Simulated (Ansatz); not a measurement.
A trial cell of ScTiC4N4, before relaxation:

```cif
data_structure
_symmetry_space_group_name_H-M 'P-43m'
_symmetry_Int_Tables_number 215
_cell_length_a 6.0298
_cell_length_b 6.0298
_cell_length_c 6.0298
_cell_angle_alpha 90.000
_cell_angle_beta 90.000
_cell_angle_gamma 90.000
_cell_volume 219.24
loop_
_atom_site_label
_atom_site_type_symbol
_atom_site_symmetry_multiplicity
_atom_site_Wyckoff_symbol
_atom_site_fract_x
_atom_site_fract_y
_atom_site_fract_z
_atom_site_occupancy
Sc1 Sc 1 a 0.00000 0.00000 0.00000 1
Ti1 Ti 1 b 0.50000 0.50000 0.50000 1
C1 C 4 e 0.19360 0.19360 0.19360 1
N1 N 4 e 0.30563 0.30563 0.30563 1
```

Method: DFT PBE, scalar-relativistic, plane waves, PAW (Ansatz). Cutoff 420 eV, Gaussian smearing, Γ-centred meshes. Cell and atoms relax first on a coarse mesh and then on a finer one. In between, the cell is made exact in the group found at 0.06 Å. In metals the finer mesh still leaves noise of several meV/atom or more. The steps can't lower the symmetry of their start. Collinear spin, starting moments Ti 1.0 μB.

A guess keeps its type if space group and coordination stay and the shape of the cell changes little (axis ratios within about 15 %, angles within 6°); the volume may change.

Question: Does this structure survive the relaxation?

Answer: It keeps its type. The symmetry stays P-43m (No. 215). The volume per atom grows by 11.5 %, from 21.9 to 24.5 Å³. The shortest distance goes from 1.17 Å (C–N) to 1.19 Å (C–N). Counting neighbours within 15 % of an atom's shortest distance, the start has C 1, N 1, Sc 4, Ti 4 and the end C 1, N 1, Sc 4, Ti 4.

The last run used collinear spin, a 6×6×6 mesh for its 10-atom cell and Gaussian smearing of 0.10 eV. Another magnetic order may lie lower. A structure relaxed within its symmetry needn't be a true minimum.
